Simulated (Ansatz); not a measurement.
CuI (wurtzite)

```
CuI
1.0
    4.18699     0.00000     0.00000
   -2.09349     3.62604     0.00000
    0.00000     0.00000     6.89779
Cu I
2 2
Cartesian
  2.09349   1.20868   6.02679
  0.00000   2.41736   2.57789
  2.09349   1.20868   3.45768
  0.00000   2.41736   0.00878
```

The slice is a (-1 1 0 2) plane (indices of the conventional cell) through the point (0.333, 0.667, 0.001) (fractional), spanned by u = [110] and v = [1 -1 1] in vectors of this cell: u (4.19 Å) and v (10.01 Å, at 90° to u). It covers one period; positions are fractions (u, v).

Calculation: PBEsol (plane waves to 420 eV, PAW, scalar-relativistic; Ansatz, a quantum-chemistry and plane-wave program). k mesh 9×9×5. These are valence fields of a PAW run, semicore shells included where kept as valence: close to a nucleus they are smooth pseudo fields. CuI is run without spin polarisation. CuI was relaxed with its symmetry unable to fall. Spin-orbit coupling is left out, though I is heavy. This is one of several known forms of CuI; the measured ambient cells at hand have space group No. 156 or 216.

**Question.** Predict the map of the density of the lowest conduction band (whole band as if filled, smooth part) on the slice.

**Answer.** 
```
|##--  ::==::  --|
|..  ::==  ==::  |
|  ..++......++..|
|..::++**::**++::|
|..::--++**++--::|
|....::::::::::..|
|......      ....|
|                |
|      ......    |
|::    --==--    |
|--..  ==--==  ..|
|--....======....|
|::....==++==....|
|..  ..::--::..  |
|................|
|................|
|    ..........  |
|----::..  ..::--|
|@@@@==      ==@@|
|**%%::      ::%%|
```
Scale: ten equal steps from 0.009 (start of ' ') to 0.056 (end of '@'), in the order ' .:-=+*#%@'. Values: density of the lowest conduction band (whole band as if filled, smooth part) in e/Å³. The map has 8 points along u (two characters each, u = 0 at the left) and 20 along v (v = 0 in the bottom row).
